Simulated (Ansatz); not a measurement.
## Property card for Ca3GeN

Ca3GeN:
```xyz
5
Lattice="4.7907 0.0000 0.0000 0.0000 4.7907 0.0000 0.0000 0.0000 4.7907" Properties=species:S:1:pos:R:3 pbc="T T T"
N      2.3953     2.3953     2.3953
Ge     0.0000     0.0000     0.0000
Ca     0.0000     2.3953     2.3953
Ca     2.3953     0.0000     2.3953
Ca     2.3953     2.3953     0.0000
```

Space group Pm-3m (No. 221), anti-perovskite; conventional cell a = b = c = 4.791 Å, α = β = γ = 90.00°.

Method: the program Ansatz at the r²SCAN level (PAW). The cell and atoms are relaxed at this level. Other levels are named where they apply.

Cell and energy:

| Quantity | Result |
|---|---|
| Volume per atom | 21.99 Å³ |
| Density | 3.12 g/cm³ |
| Formation energy from the elements (no fitted shifts) | -0.86 eV/atom |

Electronic structure:

| Property | Result |
|---|---|
| Electronic character | metallic (no gap) |
| Density of states at the Fermi level | 0.87 states/eV per atom (mean over ±0.08 eV) |
| Gap with spin–orbit coupling | none (metallic) |

Mechanics:

| Property | Value |
|---|---|
| Bulk modulus (Birch–Murnaghan fit) | 60.7 GPa |
| Pressure derivative B′ | 4.1 |

Charges:

| Quantity | Value |
|---|---|
| Bader charges | N -2.00, Ge -2.10, Ca +1.37 e |

The workflow started from an entry of the Crystallography Open Database (COD). Its standing as an ambient phase is unchecked. Symmetry was held in the r²SCAN relaxation; its stability against distortions is not shown here. With an odd number of electrons in the cell and no spin polarisation, the count alone makes it a metal. The references are the lowest solids computed at this level, not always the standard phases (solids in place of the gases). Scalar-relativistic: spin–orbit coupling is off unless named, which matters more the heavier the elements.

Potentials: the later of the program's two PAW sets.
